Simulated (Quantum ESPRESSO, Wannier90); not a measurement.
Rh (fcc (Cu type)): Wannier90 run

```xyz
1
Lattice="0.0000 1.9030 1.9030 1.9030 0.0000 1.9030 1.9030 1.9030 0.0000" Properties=species:S:1:pos:R:3 pbc="T T T"
Rh     0.0000     0.0000     0.0000
```

Materials Project entry mp-74; symmetrised, unrelaxed at this level. This is the element's usual structure. Computed values, not measurements, from PBEsol: Quantum ESPRESSO (norm-conserving PseudoDojo potentials, cutoff 71 Ry, spinors with spin-orbit coupling) on a Γ-centred 10×10×10 mesh, then Wannier90. Density: 18×18×18 mesh, cold smearing 0.01 Ry.

Valence charges of the files: Rh 17. 42 bands were computed.

Isolated groups of bands, relative to the Fermi level (bands from 9 on overlap up to the last one computed):

```json
[
 {"bands": "1–2", "from (eV)": "-78.82", "to (eV)": "-78.67", "filling": "filled", "weight on atomic waves": "Rh 4s 97 %"},
 {"bands": "3–4", "from (eV)": "-49.42", "to (eV)": "-49.07", "filling": "filled", "weight on atomic waves": "Rh 4p 99 %"},
 {"bands": "5–8", "from (eV)": "-45.65", "to (eV)": "-45.07", "filling": "filled", "weight on atomic waves": "Rh 4p 99 %"}
]
```

Wanted is a model with the orbitals Rh s p d, without the filled groups that are mainly made of other shells (semicore states, and anion s where it isn't named); all higher bands stay in for disentanglement.

### Question
Give num_wann, exclude_bands and num_bands, and the number of electrons that the model holds.

### Answer
Electrons: 1×17 = 17, or 17.0 bands' worth; no gap over 0.05 eV opens at the Fermi level at this level of theory.
num_wann = 2 × (1×9) = 18.
exclude_bands = 1-8, 8 bands, so num_bands = 42 − 8 = 34.
The model holds 17 − 1×8 = 9 electrons. With the window frozen to 1.50 eV it follows pw.x to 2.8 meV rms (states up to 1.0 eV relative to the Fermi level).
